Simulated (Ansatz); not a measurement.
# RbCuF4: reading a single point

```
Rb Cu F
1.0
     3.63818    0.00000    0.00000
     0.00000    3.63818    0.00000
     0.00000    0.00000    6.27091
Rb Cu F
1 1 4
Direct
  0.50000 0.50000 0.50000
  0.00000 0.00000 0.00000
  0.50000 0.00000 0.00000
  0.00000 0.50000 0.00000
  0.00000 0.00000 0.27700
  0.00000 0.00000 0.72300
```

Level: r2SCAN, spin-orbit coupling; 500 eV; 5×5×3 Γ-centred mesh; fermi-dirac occupations (width 0.1 eV); Ansatz 0.2.0, fixed geometry.

Magnetic state (reached from a saved solution, and it need not be the lowest): Cu2 along (-0.53, 0.82, 0.22).

(1) Where is the largest force?

(2) What does the stress say?

(3) What happens at the Fermi level?

(4) How large are the moments?

Origin: a known structure type with other elements, at an estimated volume, so it need not be a known compound. Caveats: the k mesh is coarse if the cell is a metal; atoms or cell far from equilibrium.

Answers

(1) The largest is on F5 (and as large on other atoms): 2.12 eV/Å, components (0.00, 0.00, 2.12). It makes 180° with the line to a nearest neighbour, Cu2 at 1.74 Å, pointing away from it.

(2) The pressure is 11.7 GPa (compression positive), so with the atoms held at these fractions the cell would first expand; the forces are large, so a full relaxation may end otherwise.

(3) It is a metal, with about 0.86 states/eV a cell as the mean within 0.25 eV of the Fermi level, mostly Cu d (57 %) and F p (38 %).

(4) Cu2 0.34 μB of spin moment in Bader basins; net size 0.46 μB a cell.
